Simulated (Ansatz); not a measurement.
A trial cell of ZnInC4N4, before relaxation:

```cif
data_structure
_symmetry_space_group_name_H-M 'P-43m'
_symmetry_Int_Tables_number 215
_cell_length_a 5.9796
_cell_length_b 5.9796
_cell_length_c 5.9796
_cell_angle_alpha 90.000
_cell_angle_beta 90.000
_cell_angle_gamma 90.000
_cell_volume 213.81
loop_
_atom_site_label
_atom_site_type_symbol
_atom_site_symmetry_multiplicity
_atom_site_Wyckoff_symbol
_atom_site_fract_x
_atom_site_fract_y
_atom_site_fract_z
_atom_site_occupancy
Zn1 Zn 1 b 0.50000 0.50000 0.50000 1
In1 In 1 a 0.00000 0.00000 0.00000 1
C1 C 4 e 0.19320 0.19320 0.19320 1
N1 N 4 e 0.30617 0.30617 0.30617 1
```

Level of theory: DFT PBE, scalar-relativistic, plane waves, PAW (Ansatz 0.2.0). Cutoff 420 eV, Gaussian smearing, Γ-centred meshes. Cell and atoms relax first on a coarse mesh and then on a finer one. In between, the cell is made exact in the group found at 0.06 Å. In metals the finer mesh still leaves noise of several meV/atom or more. The steps can't lower the symmetry of their start. No spin polarisation.

A guess keeps its type if space group and coordination stay and the shape of the cell changes little (axis ratios within about 15 %, angles within 6°); the volume may change.

Q: Does it keep its structure type, or change into something else?

A: It keeps its type. The symmetry stays P-43m (No. 215). The volume per atom grows by 7.5 %, from 21.4 to 23.0 Å³. The shortest distance stays 1.17 Å (C–N). Counting neighbours within 15 % of an atom's shortest distance, the start has C 1, In 4, N 1, Zn 4 and the end C 1, In 4, N 1, Zn 4.

Formation energies are uncorrected and refer to the elements' standard structures at the same level (N₂ as a molecule).

Q: At what energy does it end?

A: +0.53 eV/atom. The separate elements lie lower, so it is unstable against them.

The last run used a 6×6×6 mesh for its 10-atom cell and Gaussian smearing of 0.10 eV. An odd number of electrons in the primitive cell allows no gap without spin; a larger cell or a magnetic state could open one. The cell is a metal run without spin, though a test with spin on the coarse mesh kept 0.8 μB a cell, so a magnetic state probably lies lower. The reference form of C is held partly by dispersion forces, which this level lacks. Symmetry constrained the relaxation, so the result can be a saddle point.
